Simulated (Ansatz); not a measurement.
# CsGaC3N3, before and after

The cell of CsGaC3N3 is invented: cyanide-bridged rock-salt net of two metals, 2 guest cations a cell (Fm-3m, No. 225). Lengths were set from tabulated atomic sizes, so they are only a guess.

start.cif

```cif
data_structure
_symmetry_space_group_name_H-M 'P 1'
_symmetry_Int_Tables_number 1
_cell_length_a 7.1432
_cell_length_b 7.1432
_cell_length_c 7.1432
_cell_angle_alpha 60.000
_cell_angle_beta 60.000
_cell_angle_gamma 60.000
_cell_volume 257.73
loop_
_atom_site_label
_atom_site_type_symbol
_atom_site_fract_x
_atom_site_fract_y
_atom_site_fract_z
_atom_site_occupancy
Cs1 Cs 0.25000 0.25000 0.25000 1
Cs2 Cs 0.75000 0.75000 0.75000 1
Ga1 Ga 0.00000 0.00000 0.00000 1
Ga2 Ga 0.50000 0.50000 0.50000 1
C1 C 0.81231 0.18769 0.18769 1
C2 C 0.18769 0.81231 0.18769 1
C3 C 0.18769 0.18769 0.81231 1
C4 C 0.18769 0.81231 0.81231 1
C5 C 0.81231 0.18769 0.81231 1
C6 C 0.81231 0.81231 0.18769 1
N1 N 0.69650 0.30350 0.30350 1
N2 N 0.30350 0.69650 0.30350 1
N3 N 0.30350 0.30350 0.69650 1
N4 N 0.30350 0.69650 0.69650 1
N5 N 0.69650 0.30350 0.69650 1
N6 N 0.69650 0.69650 0.30350 1
```

Method: Ansatz 0.2.0, DFT PBE, scalar-relativistic, plane waves, PAW. Cutoff 420 eV, Gaussian smearing, Γ-centred meshes. Cell and atoms relax first on a coarse mesh and then on a finer one. In between, the cell is made exact in the group found at 0.06 Å. In metals the finer mesh still leaves noise of several meV/atom or more. The steps can't lower the symmetry of their start. No spin polarisation in the relaxation; trial moments died out in a coarse test.

end.cif

```cif
data_structure
_symmetry_space_group_name_H-M 'P 1'
_symmetry_Int_Tables_number 1
_cell_length_a 7.5308
_cell_length_b 7.5308
_cell_length_c 7.5308
_cell_angle_alpha 60.000
_cell_angle_beta 60.000
_cell_angle_gamma 60.000
_cell_volume 302.01
loop_
_atom_site_label
_atom_site_type_symbol
_atom_site_fract_x
_atom_site_fract_y
_atom_site_fract_z
_atom_site_occupancy
Cs1 Cs 0.25000 0.25000 0.25000 1
Cs2 Cs 0.75000 0.75000 0.75000 1
Ga1 Ga 0.00000 0.00000 0.00000 1
Ga2 Ga 0.50000 0.50000 0.50000 1
C1 C 0.80173 0.19827 0.19827 1
C2 C 0.19827 0.80173 0.19827 1
C3 C 0.19827 0.19827 0.80173 1
C4 C 0.19827 0.80173 0.80173 1
C5 C 0.80173 0.19827 0.80173 1
C6 C 0.80173 0.80173 0.19827 1
N1 N 0.69010 0.30990 0.30990 1
N2 N 0.30990 0.69010 0.30990 1
N3 N 0.30990 0.30990 0.69010 1
N4 N 0.30990 0.69010 0.69010 1
N5 N 0.69010 0.30990 0.69010 1
N6 N 0.69010 0.69010 0.30990 1
```

The symmetry stays Fm-3m (No. 225). The volume per atom grows by 17.2 %, from 16.1 to 18.9 Å³. The shortest distance goes from 1.17 Å (C–N) to 1.19 Å (C–N). The energy falls by about 0.15 eV/atom (the start's value is from the coarse mesh).

```json
{"Volume per atom": "18.88 Å³", "Density": "3.09 g/cm³", "Energy over the elements": "+0.28 eV/atom", "Gap on the 6×6×6 mesh of the 16-atom cell": "0 eV (a metal)"}
```

Energies over the elements count from the elements' standard structures at the same level (N₂ as a molecule), with no fitted energy shifts. It can't be a ground state, since the elements alone are lower.

The last run used Gaussian smearing of 0.10 eV. The reference form of C is held partly by dispersion forces, which this level lacks. A structure relaxed within its symmetry needn't be a true minimum. In all, the 3 runs took 82 s on 1 thread of Intel(R) Xeon(R) 6975P-C (Granite Rapids) (shared host).
